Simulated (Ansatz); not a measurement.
Relax this structure to zero stress and force, keeping its symmetry:

Space group P4_2/mnm (No. 136). a = 5.313 Å, b = 5.313 Å, c = 3.242 Å, α = 90.00°, β = 90.00°, γ = 90.00°
| atom | site | symmetry | x | y | z |
| --- | --- | --- | --- | --- | --- |
| Hf | 4f | m.2m | 0.2955 | 0.2955 | 0.0000 |
| N | 2a | m.mm | 0.0000 | 0.0000 | 0.0000 |

Level of theory: DFT r2SCAN, scalar-relativistic, plane waves, PAW in Ansatz.

Settings: cutoff 500 eV, Γ-centred mesh 8×8×12 on the computed 6-atom cell, Gaussian smearing of 0.10 eV; no spin polarisation.

Question: What does it relax to?

Answer: The volume rises by 0.11 Å³/atom to 15.36 Å³/atom, and the energy falls by 0.5 meV/atom. Final structure:
```cif
data_structure
_symmetry_space_group_name_H-M 'P 1'
_symmetry_Int_Tables_number 1
_cell_length_a 5.3251
_cell_length_b 5.3251
_cell_length_c 3.2500
_cell_angle_alpha 90.000
_cell_angle_beta 90.000
_cell_angle_gamma 90.000
_cell_volume 92.16
loop_
_atom_site_label
_atom_site_type_symbol
_atom_site_fract_x
_atom_site_fract_y
_atom_site_fract_z
_atom_site_occupancy
Hf1 Hf 0.29549 0.29549 0.00000 1
Hf2 Hf 0.70451 0.70451 0.00000 1
Hf3 Hf 0.79549 0.20451 0.50000 1
Hf4 Hf 0.20451 0.79549 0.50000 1
N1 N 0.00000 0.00000 0.00000 1
N2 N 0.50000 0.50000 0.50000 1
```

Spin–orbit coupling is left out, which can shift energies with elements as heavy as these.